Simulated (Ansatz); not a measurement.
Given:

RbCl:
```cif
data_Cl4Rb4
_chemical_formula_sum 'Rb4 Cl4'
_space_group_name_H-M_alt 'Fm-3m'
_space_group_IT_number 225
_space_group_name_Hall '-F 4 2 3'
_cell_length_a 6.69905
_cell_length_b 6.69905
_cell_length_c 6.69905
_cell_angle_alpha 90.000
_cell_angle_beta 90.000
_cell_angle_gamma 90.000
loop_
_atom_site_label
_atom_site_type_symbol
_atom_site_symmetry_multiplicity
_atom_site_Wyckoff_symbol
_atom_site_fract_x
_atom_site_fract_y
_atom_site_fract_z
_atom_site_occupancy
Rb1 Rb 4 a 0.00000 0.00000 0.00000 1
Cl1 Cl 4 b 0.50000 0.50000 0.50000 1
```
(The calculation used a cell of 2 atoms; values per cell refer to that cell.)

This is the PBE-relaxed structure.

Question: All from DFT-PBE in the program Ansatz with PAW potentials, unless another level is named. Estimate the Poisson's ratio.

Answer: 0.27.

Question: And the vibrational entropy at 300 K?

Answer: 49.5 J/(K·mol of atoms).

Question: Give the elastic constants (relaxed ions, GPa).

Answer: C11 = 31.7, C12 = 5.4, C44 = 5.3.

Question: And the highest zone-centre frequency (without LO–TO term)?

Answer: 102 cm⁻¹.

The cell was relaxed with PBE under the symmetry of its start; phonons on a q-mesh show no instability.

Potentials: the later of the program's two PAW sets.
